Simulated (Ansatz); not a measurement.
LaScHO2:
```
CELL_PARAMETERS angstrom
      4.15165     0.00000     0.00000
      0.00000     4.15165     0.00000
      0.00000     0.00000     3.77116
ATOMIC_POSITIONS crystal
  La 0.50000 0.50000 0.50000
  Sc 0.00000 0.00000 0.00000
  O  0.50000 0.00000 0.00000
  O  0.00000 0.50000 0.00000
  H  0.00000 0.00000 0.50000
```

Relaxed with PBE. Special points in fractions of this cell's reciprocal vectors: Γ (0.000, 0.000, 0.000); X (0.000, 0.500, 0.000); M (0.500, 0.500, 0.000); Z (0.000, 0.000, 0.500); R (0.000, 0.500, 0.500); A (0.500, 0.500, 0.500).

Question: List the band energies nearest the Fermi level at these points for PBE (plane waves, PAW; program Ansatz).

Answer: In eV from the Fermi level; about four levels below and three above (degenerate sets whole), none deeper than 8.9 eV; points with the same levels are listed once.

| k | below | above |
|---|---|---|
| Γ | -4.66 -4.00 -4.00 -0.27 | 0.10 0.47 0.81 0.81 |
| X | -5.19 -5.08 -4.77 -0.39 | 0.54 0.71 0.95 |
| M | -5.73 -5.73 -5.67 -3.98 | 0.60 0.60 0.80 |
| Z | -3.98 -3.98 -2.97 -0.01 -0.01 | 0.27 0.53 0.97 |
| R | -4.67 -4.52 -3.53 -1.16 | 0.66 0.85 0.92 |
| A | -5.25 -5.25 -5.22 -3.89 | 0.70 0.83 0.83 |

Space group P4/mmm. The start of the workflow was typed in or built on a structure type; neither database checked (COD, Materials Project) lists it. Whether it is the stable phase at ambient conditions was not checked. The PBE relaxation kept the symmetry of its start; whether a distortion lowers the energy is not shown. The run is not spin-polarised. With an odd number of electrons in the cell and no spin polarisation, the count alone makes it a metal. Scalar-relativistic: spin–orbit coupling is off unless named, which matters more the heavier the elements.

Potentials: the earlier of the program's two PAW sets.
